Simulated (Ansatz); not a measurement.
Starting cell, HfO2 (fluorite):

```xyz
6
Lattice="0.0000 5.0585 5.0585 2.5292 0.0000 2.5292 2.5292 2.5292 0.0000" Properties=species:S:1:pos:R:3 pbc="T T T"
Hf     0.0000     0.0000     0.0000
Hf     0.0000     2.5292     2.5292
O      1.2646     1.2646     1.2646
O      1.2646     3.7938     3.7938
O      3.7938     3.7938     3.7938
O      3.7938     6.3231     6.3231
```

Scan: atom 5 (O, nearest neighbour Hf at 2.190 Å; its periodic images, 3.6 Å or more away, move with it) is displaced along Cartesian [111], direction (0.577, 0.577, 0.577) in Cartesian axes, by s. The other atoms stay.

Level of theory: r2SCAN (plane waves to 500 eV, PAW, scalar-relativistic; Ansatz, an electronic-structure program). k mesh 9×9×9 (Γ-centred), Fermi-Dirac smearing 0.05 eV. Energies are smeared free energies. Left out: 3 of 11 points, with atoms too close for the PAW data. HfO2 is run without spin polarisation. HfO2 was relaxed with its symmetry unable to fall. Spin-orbit coupling is left out, though Hf is heavy. This is a high-temperature form of HfO2. The zero of ΔE is the undisplaced structure.

```
s (Å)   ΔE (meV/cell)
------  -------------
-0.660           1679
-0.528           1178
-0.396            728
-0.264            356
-0.132             99
0.000               0
0.132        withheld
0.264             572
```

Task: Fit a polynomial form (powers 2, 3, 4) to the given rows and predict ΔE at s = 0.132.

Result: Least squares on the 7 given rows: ΔE = (6509)·s² + (5701)·s³ + (2550)·s⁴, in meV/cell with s in Å; root-mean-square residual 2.8 meV/cell. At 0.132 the fit gives 127 meV/cell; the calculation gives 125 meV/cell, so the interpolation is off by 2 (+1.6 %). The quadratic term alone would give 113 meV/cell.

(For displaced atoms, the force is minus the slope of the energy, and its curvature is a force constant, which sets phonon frequencies.)
